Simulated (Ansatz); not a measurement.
Method: DFT r2SCAN, scalar-relativistic, plane waves, PAW in Ansatz 0.2.0.

Structure of Bi:

```yaml
crystal:
  lattice:
    - [3.20673, -3.25825, 0.57632]
    - [3.20673, 3.25825, 0.57632]
    - [-0.57531, 0.00000, 3.18997]
  atoms:
    - { symbol: Bi, position: [0.25010, 0.25010, 0.00045] }
    - { symbol: Bi, position: [0.74990, 0.74990, 0.99955] }
```

Cutoff 500 eV; k points 10×10×12 on the computed 2-atom cell (Γ-centred); Gaussian smearing, width 0.10 eV; no spin polarisation.

Levels along Γ–A–I2 | I–M2–Γ–Y | L2–Γ–V2, in eV from the Fermi level, sorted by energy at each point. Points in fractions of the primitive reciprocal vectors: Γ (0.000 0.000 0.000), A (0.000 0.000 0.500), I2 (-0.500 0.500 0.500), I (-0.500 -0.500 0.500), M2 (-0.500 -0.500 0.500), Y (-0.500 0.500 0.000), L2 (-0.500 0.000 0.500), V2 (-0.500 0.000 0.000).
| point | k (1/Å, with 2π) | band 12 | band 13 | band 14 | band 15 | band 16 | band 17 | band 18 |
| --- | --- | --- | --- | --- | --- | --- | --- | --- |
| Γ | 0.000 | -9.69 | -3.32 | -3.32 | 3.08 | 3.25 | 3.25 | 3.39 |
| - | 0.139 | -9.62 | -3.25 | -3.25 | 2.48 | 3.15 | 3.33 | 3.33 |
| - | 0.277 | -9.42 | -3.05 | -3.05 | 0.78 | 3.34 | 3.55 | 3.55 |
| - | 0.415 | -9.09 | -2.73 | -2.73 | -0.98 | 3.04 | 3.67 | 3.90 |
| - | 0.554 | -8.66 | -2.58 | -2.34 | -2.34 | 1.30 | 4.12 | 4.33 |
| - | 0.692 | -8.17 | -3.92 | -1.94 | -1.94 | -0.16 | 4.69 | 4.77 |
| - | 0.831 | -7.74 | -4.86 | -1.62 | -1.62 | -1.19 | 5.12 | 5.12 |
| A | 0.969 | -7.56 | -5.20 | -1.58 | -1.50 | -1.50 | 5.26 | 5.26 |
| - | 1.107 | -7.73 | -5.13 | -1.70 | -1.62 | -1.12 | 4.43 | 5.33 |
| - | 1.244 | -8.15 | -4.93 | -2.00 | -1.93 | -0.12 | 2.78 | 4.68 |
| - | 1.382 | -8.62 | -4.62 | -2.39 | -2.32 | 1.02 | 1.32 | 4.12 |
| - | 1.520 | -9.04 | -4.22 | -2.77 | -2.70 | -0.60 | 3.02 | 3.67 |
| - | 1.657 | -9.36 | -3.81 | -3.08 | -3.00 | -1.97 | 3.35 | 4.10 |
| - | 1.795 | -9.56 | -3.48 | -3.27 | -3.20 | -2.92 | 3.16 | 3.37 |
| I2 | 1.933 | -9.62 | -3.34 | -3.34 | -3.27 | -3.27 | 3.10 | 3.10 |
| I | 1.933 | -9.62 | -3.34 | -3.34 | -3.27 | -3.27 | 3.10 | 3.10 |
| - | 1.933 | -9.62 | -3.34 | -3.34 | -3.27 | -3.27 | 3.10 | 3.10 |
| - | 1.933 | -9.62 | -3.34 | -3.34 | -3.27 | -3.27 | 3.10 | 3.10 |
| - | 1.933 | -9.62 | -3.34 | -3.34 | -3.27 | -3.27 | 3.10 | 3.10 |
| - | 1.933 | -9.62 | -3.34 | -3.34 | -3.27 | -3.27 | 3.10 | 3.10 |
| - | 1.933 | -9.62 | -3.34 | -3.34 | -3.27 | -3.27 | 3.10 | 3.10 |
| - | 1.933 | -9.62 | -3.34 | -3.34 | -3.27 | -3.27 | 3.10 | 3.10 |
| M2 | 1.933 | -9.62 | -3.34 | -3.34 | -3.27 | -3.27 | 3.10 | 3.10 |
| - | 2.129 | -9.73 | -3.34 | -3.12 | -3.05 | -2.92 | 3.43 | 3.64 |
| - | 2.324 | -9.94 | -3.49 | -2.53 | -2.45 | -1.74 | 4.28 | 4.36 |
| - | 2.519 | -10.10 | -3.60 | -1.60 | -1.56 | -0.03 | 2.03 | 5.41 |
| - | 2.714 | -10.11 | -3.61 | -0.44 | -0.35 | -0.05 | 2.07 | 4.54 |
| - | 2.910 | -9.97 | -3.52 | -1.75 | 0.93 | 1.10 | 3.84 | 4.33 |
| - | 3.105 | -9.78 | -3.38 | -2.90 | 2.41 | 2.58 | 3.40 | 3.42 |
| Γ | 3.300 | -9.69 | -3.32 | -3.32 | 3.08 | 3.25 | 3.25 | 3.39 |
| - | 3.438 | -9.85 | -3.45 | -2.97 | 2.35 | 3.33 | 3.35 | 3.47 |
| - | 3.576 | -10.24 | -3.79 | -2.02 | 0.68 | 3.54 | 3.69 | 4.09 |
| - | 3.713 | -10.70 | -4.20 | -1.04 | -0.66 | 3.88 | 4.02 | 5.17 |
| - | 3.851 | -11.11 | -4.60 | -2.62 | 0.97 | 4.30 | 4.44 | 6.02 |
| - | 3.989 | -11.42 | -4.91 | -3.94 | 2.73 | 4.73 | 4.88 | 5.66 |
| - | 4.127 | -11.62 | -5.11 | -4.85 | 4.38 | 5.07 | 5.22 | 5.43 |
| Y | 4.264 | -11.68 | -5.18 | -5.18 | 5.20 | 5.21 | 5.35 | 5.35 |
| L2 | 4.264 | -10.08 | -3.66 | -3.66 | 0.88 | 0.89 | 1.09 | 1.09 |
| - | 4.434 | -9.81 | -3.69 | -2.90 | 0.14 | 0.35 | 1.42 | 1.53 |
| - | 4.603 | -9.76 | -3.09 | -1.52 | -0.71 | -0.55 | 1.76 | 1.78 |
| - | 4.772 | -9.77 | -2.03 | -1.56 | -1.46 | 0.32 | 1.98 | 2.08 |
| - | 4.941 | -9.77 | -2.29 | -2.22 | -0.66 | 2.28 | 2.40 | 2.41 |
| - | 5.111 | -9.74 | -2.85 | -2.81 | 0.92 | 2.67 | 2.78 | 3.87 |
| - | 5.280 | -9.71 | -3.20 | -3.19 | 2.51 | 3.07 | 3.11 | 3.28 |
| Γ | 5.449 | -9.69 | -3.32 | -3.32 | 3.08 | 3.25 | 3.25 | 3.39 |
| - | 5.546 | -9.77 | -3.27 | -3.26 | 2.99 | 3.04 | 3.22 | 3.43 |
| - | 5.644 | -10.01 | -3.12 | -3.08 | 2.37 | 2.49 | 3.54 | 3.62 |
| - | 5.741 | -10.36 | -2.88 | -2.82 | 1.63 | 1.79 | 3.73 | 4.27 |
| - | 5.839 | -10.79 | -2.55 | -2.48 | 0.89 | 1.04 | 3.98 | 5.13 |
| - | 5.936 | -11.24 | -2.13 | -2.07 | 0.18 | 0.30 | 4.29 | 5.98 |
| - | 6.034 | -11.69 | -1.62 | -1.60 | -0.47 | -0.40 | 4.67 | 5.53 |
| V2 | 6.131 | -12.12 | -1.07 | -1.07 | -1.05 | -1.04 | 5.08 | 5.08 |

Spin-orbit coupling is left out, which matters for the bands of heavy elements.

This simple cubic form isn't the element's structure at ambient conditions.

Cost: 1 run of about 3 core-minutes, on Arm Neoverse V1 (shared hosts).